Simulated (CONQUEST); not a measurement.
Worked example: self-consistent single point of Mg₄Te₃Se (P1, 8 atoms in the cell; from Materials Project mp-1222094, changed as shown) in CONQUEST.

Level of theory: CONQUEST with LDA (PW92), numerical atomic orbitals double-zeta with polarisation (the shipped basis), PseudoDojo norm-conserving potentials made for LDA.

The change in words: atoms moved at random. Reference geometry (P-4m2):
```
CELL_PARAMETERS angstrom
      4.48738     0.00000     0.00000
      0.00000     4.48738     0.00000
      0.00000     0.00000    12.63803
ATOMIC_POSITIONS crystal
  Mg 0.50000 0.00000 0.60787
  Mg 0.00000 0.50000 0.39213
  Mg 0.50000 0.00000 0.13068
  Mg 0.00000 0.50000 0.86932
  Te 0.50000 0.50000 0.26162
  Te 0.50000 0.50000 0.73838
  Te 0.00000 0.00000 0.00000
  Se 0.00000 0.00000 0.50000
```

Reference input (self-consistent single point, DFT, LDA (PW92), numerical atomic orbitals double-zeta with polarisation (the shipped basis), PseudoDojo norm-conserving potentials made for LDA): basis = DZP; Diag.MPMeshX, Y, Z = 6 6 2; potentials = PseudoDojo norm-conserving LDA; Grid.GridCutoff = 175 Ha; DM.SolutionMethod = diagon; Diag.kT = 0.0001 Ha; Diag.GammaCentred = true; minE.SCTolerance = 1.0e-06; SC.MaxIters = 100; SC.LinearMixingFactor = 0.5; SC.KerkerPreCondition = true; SC.KerkerFactor = 0.1 1/bohr. This run's input differs from it in these lines:

```diff
@@ -34,10 +34,10 @@
 8
-    0.500000000     0.000000000     0.607870000  1 T T T
-    0.000000000     0.500000000     0.392130000  1 T T T
-    0.500000000     0.000000000     0.130680000  1 T T T
-    0.000000000     0.500000000     0.869320000  1 T T T
-    0.500000000     0.500000000     0.261620000  2 T T T
-    0.500000000     0.500000000     0.738380000  2 T T T
-    0.000000000     0.000000000     0.000000000  2 T T T
-    0.000000000     0.000000000     0.500000000  3 T T T
+    0.499742000     0.993222000     0.610452000  1 T T T
+    0.999426000     0.515075000     0.392767000  1 T T T
+    0.503828000     0.984521000     0.137066000  1 T T T
+    0.987094000     0.499455000     0.867474000  1 T T T
+    0.505249000     0.500419000     0.262924000  2 T T T
+    0.501909000     0.484713000     0.733576000  2 T T T
+    0.997845000     0.015210000     0.000324000  2 T T T
+    0.004907000     0.007386000     0.495418000  3 T T T
```

Output (repeated stretches shortened):

```
    PulayMixSC: Starting Pulay mixing, A_up =  0.500 A_dn =  0.500
    PulayMixSC: Spin non-polarised calculation.
    PulayMixSC: with Kerker preconditioning, q0 =  0.100
          Harris-Foulkes Energy            :      -672.384011725967184 Ha
    PulayMixSC: Pulay iteration     1 residual:              0.10754E-02
          Harris-Foulkes Energy            :      -672.349938233805005 Ha
    PulayMixSC: Pulay iteration     2 residual:              0.47626E-03
          Harris-Foulkes Energy            :      -672.343081114903498 Ha
    PulayMixSC: Pulay iteration     3 residual:              0.13600E-03
          Harris-Foulkes Energy            :      -672.342715866428534 Ha
    PulayMixSC: Pulay iteration     4 residual:              0.26777E-04
          Harris-Foulkes Energy            :      -672.342703498661876 Ha
    PulayMixSC: Pulay iteration     5 residual:              0.49990E-05
          Harris-Foulkes Energy            :      -672.342702693593083 Ha
    PulayMixSC: Pulay iteration     6 residual:              0.22535E-05
          Harris-Foulkes Energy            :      -672.342702388995917 Ha
    PulayMixSC: Pulay iteration     7 residual:              0.95557E-06
    PulayMixSC: Reached SCF tolerance of  0.95557E-06 after      7 iterations
      | Number of electrons      =       104.000110
      |* Harris-Foulkes energy   =      -672.342702388995917 Ha
      |* DFT total energy        =      -672.342701916950546 Ha

    force: Forces on atoms (Ha/a0)
    force:  Atom   X              Y              Z
    force:     1   0.0016284200  -0.0036362879  -0.0098462920
    force:     2   0.0023855826  -0.0027498155  -0.0014966694
    force:     3  -0.0014182771   0.0071155505  -0.0081514590
    force:     4   0.0047464421   0.0055299027   0.0010573532
    force:     5  -0.0024501286  -0.0064514829   0.0027774986
    force:     6  -0.0049934526   0.0053961030   0.0065581961
    force:     7   0.0017541388  -0.0071700148   0.0018431839
    force:     8  -0.0016656200   0.0019638501   0.0072198677

    force: Maximum force :        0.00984629(Ha/a0) on atom         1 in z direction
    force: Force Residual:        0.00844596 Ha/a0
    force: Total stress:          0.59285268    -0.86485606    -0.00718754 GPa
    force: Average pressure:      0.09306364 GPa

    get_E_and_F: Change in energy during last step of electronic optimisation:  0.30460E-06
```

The run converged in 7 iterations. CONQUEST prints the stress tensor with tension positive. Against the reference run the free energy rises by 11.1 meV/atom, the pressure goes from -0.02 to 0.09 GPa, the largest force goes from under 0.1 to 0.56 eV/Å and the gap on the mesh goes from 1.890 to 1.868 eV.

Spin-orbit coupling is left out, which matters for bands and gaps with elements this heavy. The program uses no crystal symmetry, so grid and mesh can part values that symmetry would make equal. The atom-centred basis is finite, which shifts total energies, pressures, gaps and forces against plane waves. The structure comes from a collection of computed structures, made at another level of theory; the collection holds predicted forms beside known ones.

Cost on one core: very roughly 2.0 core-minutes.
